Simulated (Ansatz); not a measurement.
Relaxed HfO$_{2}$ (fluorite):

```
HfO2
1.0
    0.00000     5.04380     5.04380
    2.52190     0.00000     2.52190
    2.52190     2.52190     0.00000
Hf O
2 4
Direct
  0.00000   0.00000   0.00000
  0.50000   0.00000   0.00000
  0.12500   0.25000   0.25000
  0.62500   0.25000   0.25000
  0.37500   0.75000   0.75000
  0.87500   0.75000   0.75000
```

Two-dimensional scan of atom 4 (O, nearest neighbour Hf at 2.184 Å; its periodic images, 3.6 Å or more away, move with it): u runs along (0.707, 0.707, 0.000), v along (0.000, 0.000, 1.000) (Cartesian). Cell and other atoms are fixed.

Computed with PBEsol (plane waves to 420 eV, PAW, scalar-relativistic; Ansatz, a program for electronic structure). k mesh 9×9×9 (Γ-centred), Fermi-Dirac smearing 0.05 eV. Points where atoms come too close for the PAW data are left out (x in tables, blank in figures). Fu and Fv are the components of the force on the atom. HfO2 is run without spin polarisation. HfO2 was relaxed with its symmetry unable to fall. Spin-orbit coupling is left out, though Hf is heavy. This is a high-temperature form of HfO2.

Changes of Fv (eV/Å) from the point u = 0.000 Å, v = 0.000 Å when one coordinate moves alone (two changes are said to add if the coupling is within 5 % of the smaller one, nearly so within 20 %):

```
point                      change
-------------------------  ------
u = 0.000 Å, v = -0.330 Å   4.450
u = 0.000 Å, v = -0.165 Å   2.126
u = -0.330 Å, v = 0.000 Å   1.733
u = -0.165 Å, v = 0.000 Å   0.413
u = 0.165 Å, v = 0.000 Å    0.413
u = 0.330 Å, v = 0.000 Å    1.733
u = 0.000 Å, v = 0.165 Å   -2.128
u = 0.000 Å, v = 0.330 Å   -4.427
```

Task: Do the two effects add at u = 0.165 Å, v = 0.165 Å? Give the computed change.

Result: The sum of the single changes is 0.413 + (-2.128) = -1.715; the calculation gives -1.809, so the coupling contributes -0.094 (over 20 % of the smaller single change, not additive).

Task: What is the change at u = 0.330 Å, v = 0.330 Å, where both move, and how far is it from the sum?

Result: The sum of the single changes is 1.733 + (-4.427) = -2.694; the calculation gives -3.320, so the coupling contributes -0.626 (over 20 % of the smaller single change, not additive).

Task: Do the two effects add at u = -0.165 Å, v = 0.330 Å? Give the computed change.

Result: The sum of the single changes is 0.413 + (-4.427) = -4.014; the calculation gives -4.155, so the coupling contributes -0.141 (over 20 % of the smaller single change, not additive).

(For displaced atoms, the force is minus the slope of the energy, and its curvature is a force constant, which sets phonon frequencies.)
